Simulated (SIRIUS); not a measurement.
Worked example: self-consistent single point of CsIn₅S₈ (C2/m, 14 atoms in the cell; from Materials Project mp-22007, changed as shown) in SIRIUS.

All values come from this method and carry its errors: LDA (PW92), GBRV LDA ultrasoft pseudopotentials (plane waves; SIRIUS).

The change in words: lattice scaled by 1.03. Reference geometry (C2/m):
```xyz
14
Lattice="9.5985 -1.9458 0.0000 9.5985 1.9458 0.0000 -1.9703 0.0000 9.1618" Properties=species:S:1:pos:R:3 pbc="T T T"
Cs     8.6134     0.0000     4.5809
In     0.0000     0.0000     0.0000
In     6.5708     0.0000     0.6077
In    10.6559     0.0000     8.5541
In     4.2739     0.0000     6.0455
In    12.9528     0.0000     3.1163
S     14.9734     0.0000     4.7294
S      2.2533     0.0000     4.4324
S     17.2993     0.0000     1.7818
S     -0.0726     0.0000     7.3800
S     10.8927     0.0000     1.2617
S      6.3340     0.0000     7.9001
S     13.0061     0.0000     7.7655
S      4.2206     0.0000     1.3963
```

Reference input (self-consistent single point, DFT, LDA (PW92), plane waves, GBRV LDA ultrasoft pseudopotentials): parameters.ngridk = 3 3 2; parameters.xc_functionals = [XC_LDA_X, XC_LDA_C_PW]; parameters.gk_cutoff = 6.325 1/bohr; parameters.pw_cutoff = 14.143 1/bohr; parameters.smearing = gaussian; parameters.smearing_width = 0.00183747 Ha; potentials = GBRV LDA ultrasoft pseudopotentials; parameters.electronic_structure_method = pseudopotential; parameters.num_bands = 73; parameters.num_mag_dims = 0; parameters.num_dft_iter = 100; parameters.energy_tol = 1e-07 Ha. This run's input differs from it in these lines:

```diff
@@ -32,5 +32,5 @@
     "lattice_vectors": [
-      [18.1385078613, -3.6770290933, 0.0],
-      [18.1385078613, 3.6770290933, 0.0],
-      [-3.7232499046, 0.0, 17.3132946983]
+      [18.6826639475, -3.7873399661, 0.0],
+      [18.6826639475, 3.7873399661, 0.0],
+      [-3.8349478364, 0.0, 17.8326934826]
     ],
@@ -45,3 +45,3 @@
       "Cs": [
-        [16.276882909, 0.0, 8.6566473492]
+        [16.7651900294, 0.0, 8.9163467413]
       ],
@@ -49,16 +49,16 @@
         [0.0, 0.0, 0.0],
-        [12.4169802525, 0.0, 1.1483908373],
-        [20.1367855656, 0.0, 16.164903861],
-        [8.0765706032, -0.0, 11.4243506396],
-        [24.4771952149, 0.0, 5.8889440587]
+        [12.7894902249, -0.0, 1.1828425587],
+        [20.7408898338, -0.0, 16.6498509239],
+        [8.3188679283, -0.0, 11.7670811214],
+        [25.2115121304, -0.0, 6.0656123612]
       ],
       "S": [
-        [28.2956869533, -0.0, 8.9372958562],
-        [4.2580788648, -0.0, 8.3759988421],
-        [32.6910243109, 0.0, 3.3670895529],
-        [-0.1372584928, 0.0, 13.9462051454],
-        [20.5841697492, -0.0, 2.3842138129],
-        [11.9695960689, -0.0, 14.9290808854],
-        [24.5779519009, 0.0, 14.6747485863],
-        [7.9758139172, 0.0, 2.638546112]
+        [29.1445587542, 0.0, 9.2054147026],
+        [4.3858213046, -0.0, 8.6272787799],
+        [33.6717565222, 0.0, 3.4681022285],
+        [-0.1413764635, 0.0, 14.3645912541],
+        [21.2016957708, -0.0, 2.4557402195],
+        [12.3286842879, 0.0, 15.3769532631],
+        [25.3152913897, 0.0, 15.1149909958],
+        [8.215088669, 0.0, 2.7177024867]
       ]
```

Output, abridged:

```
[find] density tolerance         : 1e-06
[find] total energy tolerance    : 1e-07
[find] iter_solver_tol (initial) : 0.01
[find] iter_solver_tol (target)  : 1e-13
[find] num_dft_iter              : 100
Charges and magnetic moments
--------------------------------------------------------------------------------
total charge          : 122.000000
[find] | SCF iteration   0 out of 100|
[diagonalize] iterative solver tolerance (occupied, empty): 0.01 0.01
[diagonalize] average number of iterations: 2.375
[find] Charges and magnetic moments
[find] total charge          : 122.000000
[find] Energy
   [... lines left out ...]

[find] Charges and magnetic moments
[find] total charge          : 122.000000
[find] Energy
[find] smearing (-TS)                 :      -0.00000000
[find] Total energy                   :    -461.02200809 (Ha),    -922.04401618 (Ry)
[find] Free energy (E-TS)             :    -461.02200809 (Ha),    -922.04401618 (Ry)
[find] band gap (eV)                  :       0.82676325
[find] Efermi                         :       0.19019418
[find] iteration : 28, RMS (target) : 6.3846e-07 (1.0000e-06) , energy difference (target) : -9.2029e-10 (1.0000e-07)
[find] bands are converged : true
[find] iterative solver converged : false
[find] converged after 29 SCF iterations!
[find] Charges and magnetic moments
[find] total charge          : 122.000000
[find] Energy
[find] smearing (-TS)                 :      -0.00000000
[find] Total energy                   :    -461.02200809 (Ha),    -922.04401618 (Ry)
[find] Free energy (E-TS)             :    -461.02200809 (Ha),    -922.04401618 (Ry)
[find] band gap (eV)                  :       0.82676325
[find] Efermi                         :       0.19019418
[ground_state] === stress tensor components [kbar] ===
[ground_state] === stress_total ===
[ground_state]    82.710339    0.000000   -4.409168
[ground_state]     0.000000   67.959629    0.000000
[ground_state]    -4.409168    0.000000   76.355371
[ground_state] ==== total Forces in Ha/bohr =====
   [... lines left out ...]
[ground_state] atom:    9, force:      -0.0003691      0.0000000      0.0130171
[ground_state] atom:   10, force:       0.0060749      0.0000000     -0.0124353
[ground_state] atom:   11, force:      -0.0060749      0.0000000      0.0124353
[ground_state] atom:   12, force:      -0.0030003      0.0000000      0.0006369
[ground_state] atom:   13, force:       0.0030003      0.0000000     -0.0006369
```

The run converged in 29 iterations. SIRIUS prints the stress tensor with tension positive. Against the reference run the free energy rises by 74.5 meV/atom, the pressure goes from -3.43 to -7.57 GPa and the largest force goes from 0.248 to 0.783 eV/Å.

This run is one point of a test of settings, so its values need not be converged; read them against the reference run alone. The structure comes from a collection of computed structures, made at another level of theory; the collection holds predicted forms beside known ones.

Cost on one core: around 6 core-minutes (rough).

The gap that the log prints is read on the run's mesh, which can miss the band edges or a crossing.
